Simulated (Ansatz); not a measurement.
CdTe (zinc blende, F-43m), the program Ansatz at the r²SCAN level (PAW). The conduction-band minimum lies at Γ, with 1 equivalent valley. Second derivatives d²E/dk² of the lowest band at one valley (eV·Å²), along Cartesian directions:

| direction | d²E/dk² |
|---|---|
| [100] | 84.61 |
| [010] | 84.61 |
| [001] | 84.61 |
| [110] | 84.51 |
| [101] | 84.51 |
| [011] | 84.51 |

Task: Find the principal effective masses, the density-of-states mass and the conductivity mass.

Result: Off-diagonal terms follow from H_xy = H[110] − (H_xx + H_yy)/2, and m*/mₑ = 7.620 eV·Å² over each eigenvalue: 0.090, 0.090, 0.090. One valley's DOS mass (m₁m₂m₃)^(1/3) = 0.090, conductivity mass 3/(Σ 1/mᵢ) = 0.090 mₑ.

Task: What effective density of states Nc follows at 300 K for parabolic valleys?

Result: Nc = 2.509e19 × 1 × (0.090)^(3/2) ≈ 6.8e17 cm⁻³.

Symmetry was held in the r²SCAN relaxation; of distortions, only those at the zone centre were tested. Scalar-relativistic: spin–orbit coupling is off unless named, which matters more the heavier the elements.

Potentials: the later of the program's two PAW sets.

Edges and masses are those of Kohn–Sham bands, whose gap is no quasiparticle gap.
